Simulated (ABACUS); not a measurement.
Band structure of CoGe (P2_13, 8 atoms in the cell; from Materials Project mp-10692).

```yaml
crystal:
  lattice:
    - [4.57947, 0.00000, 0.00000]
    - [0.00000, 4.57947, 0.00000]
    - [0.00000, 0.00000, 4.57947]
  atoms:
    - { symbol: Co, position: [0.13683, 0.13683, 0.13683] }
    - { symbol: Co, position: [0.36317, 0.86317, 0.63683] }
    - { symbol: Co, position: [0.63683, 0.36317, 0.86317] }
    - { symbol: Co, position: [0.86317, 0.63683, 0.36317] }
    - { symbol: Ge, position: [0.83981, 0.83981, 0.83981] }
    - { symbol: Ge, position: [0.66019, 0.16019, 0.33981] }
    - { symbol: Ge, position: [0.33981, 0.66019, 0.16019] }
    - { symbol: Ge, position: [0.16019, 0.33981, 0.66019] }
```

Method: LDA (PW92), numerical atomic orbitals TZP (confined pseudo-atomic orbitals with Gaussian additions; energy shift 0.01 Ry), PseudoDojo 0.4 standard norm-conserving LDA (tails mended) pseudopotentials run with ABACUS.

Settings: basis = TZP numerical atomic orbitals, energy shift 0.01 Ry; KPT = Gamma 3 3 3 0 0 0; basis_type = lcao; dft_functional = PWLDA; ecutwfc = 100 Ry; smearing_method = fd; smearing_sigma = 0.00999582 Ry; potentials = PseudoDojo 0.4 standard norm-conserving LDA (tails mended); symmetry = 1; symmetry_prec = 1e-05; nbands = 74; ks_solver = scalapack_gvx; scf_nmax = 100; scf_thr = 1.0e-07.

The atom-centred basis is finite, which shifts total energies, pressures and forces against plane waves. The run has no spin polarisation, so moments on Co cannot form. The structure comes from a collection of computed structures, made at another level of theory; the collection holds predicted forms beside known ones. No clean gap shows at this smearing width and mesh (spacing up to 0.46 Å⁻¹); the mesh is coarse for partly filled bands, so the values carry mesh errors.

Points are given in units of this cell's reciprocal vectors. Levels in eV from the Fermi level, bands 59 to 64:
| point | 59 | 60 | 61 | 62 | 63 | 64 |
|---|---|---|---|---|---|---|
| Γ (0 0 0) | -0.76 | -0.76 | -0.16 | -0.16 | -0.16 | 1.76 |
| X (0 0.5 0) | -0.67 | -0.67 | -0.51 | -0.51 | 0.85 | 0.85 |
| M (0.5 0.5 0) | -0.96 | -0.96 | -0.10 | -0.10 | 0.26 | 0.26 |
| R (0.5 0.5 0.5) | -1.10 | -1.10 | -0.33 | -0.33 | -0.33 | -0.33 |

2 bands cross the Fermi level along this path, so the cell has no gap at this level.

The Fermi level comes from the SCF mesh, which can miss band crossings, so its place against them is uncertain.

Higher empty bands are left out: an atom-centred basis made for the valence describes them poorly.

The atomic orbitals were generated for these runs; they are not ABACUS's published sets and were checked against plane waves on a few crystals only.

“Tails mended”: in these copies of the files the far tail of each local potential was reset to the Coulomb form.
